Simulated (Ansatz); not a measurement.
**WC: Field gradients at the nuclei**

The cell is a COD entry, whose atoms a relaxation with PBE at fixed cell left in place.

```
CELL_PARAMETERS angstrom
2.89820 0.00000 0.00000
-1.44910 2.50991 0.00000
0.00000 0.00000 2.83140
ATOMIC_POSITIONS crystal
W 0.00000 0.00000 0.00000
C 0.66667 0.33333 0.50000
```

Sites (sets of like atoms) are named by element and the number of their first atom in this list.

Method: Kohn–Sham DFT in Ansatz, PBE, plane waves and PAW, scalar-relativistic, collinear spin, 420 eV cutoff, Γ-centred 18×18×16 k-points, Fermi–Dirac smearing 0.05 eV. Start moments as typed (μB): 2 on each W, none on the rest.

V_zz is the principal component of the electric field gradient with the largest magnitude, η = (V_xx − V_yy)/V_zz and C_Q = eQV_zz/h.

```
site  atoms (order as listed)    first shell  V_zz (10²¹ V/m²)     η  C_Q (MHz)
   W                        1  6 C at 2.19 Å            -13.57  0.00          –
   C                        2  6 W at 2.19 Å             0.065  0.00          –
```

An axis of threefold or higher order runs through W and C, so V_zz lies along it and η is zero.

W, C have no stable isotope with a ground-state quadrupole moment in the table, so no C_Q is given.

At this cell the PBE pressure is 9 GPa, so with PBE the cell would grow if it were relaxed. With no gap above 0.1 eV, as in a metal, the gradients converge slowly in k; expect changes of a tenth or more on a denser mesh. Without spin–orbit coupling the gradients at and beside W can be off by some per cent, at some sites by more. The start moments die out, and the run ends without spin.
